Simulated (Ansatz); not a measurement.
Si₂W: a ladder of calculations

Cell of run 1: a COD entry whose atoms were relaxed with PBE, the cell held.

```
Si W
1.0
    -1.60600    1.60600    3.94000
     1.60600   -1.60600    3.94000
     1.60600    1.60600   -3.94000
Si W
2 1
Cartesian
  0.0000 0.0000 2.6355
  0.0000 0.0000 5.2445
  0.0000 0.0000 0.0000
```

Sites (sets of like atoms) are named by element and the number of their first atom in this list.

All runs are DFT with Ansatz 0.2.0 (plane waves and PAW, scalar-relativistic unless spin–orbit coupling is named, Γ-centred meshes, Fermi–Dirac smearing where given) in this cell.

Run 1: PBE, atoms relaxed; 420 eV, 14×14×14 k-points, smearing 0.05 eV.
Run 2: r2SCAN, at the relaxed atoms; 500 eV, 14×14×14 k-points, smearing 0.05 eV.
Run 3: PBE with spin–orbit coupling, at the relaxed atoms; 420 eV, 14×14×14 k-points, smearing 0.05 eV.

| run | Si V_zz (η) | W V_zz (η) |
| --- | --- | --- |
| 1 | -0.79 (0.00) | -14.64 (0.00) |
| 2 | ? | ? |
| 3 | -0.76 (0.00) | -14.90 (0.00) |

V_zz in 10²¹ V/m².

Problem. Estimate the row of run 2.

Solution. Si: -0.82 (0.00); W: -14.89 (0.00). It lies nearest to run 3, from whose tensors on these sites it differs by 0.07 at most (largest principal value of the difference, on Si). Taken one at a time, spin–orbit coupling moves the tensors on these sites by up to 0.26 (largest principal value of the change, on W), the functional (r2SCAN with its higher cutoff) by 0.25 (W). Without a gap such differences can lie within the error of the k-mesh, so this order isn't firm.

In runs 1, 2, 3 there is no gap above 0.1 eV, so the gradients can move by 10 % or more with the k-mesh.
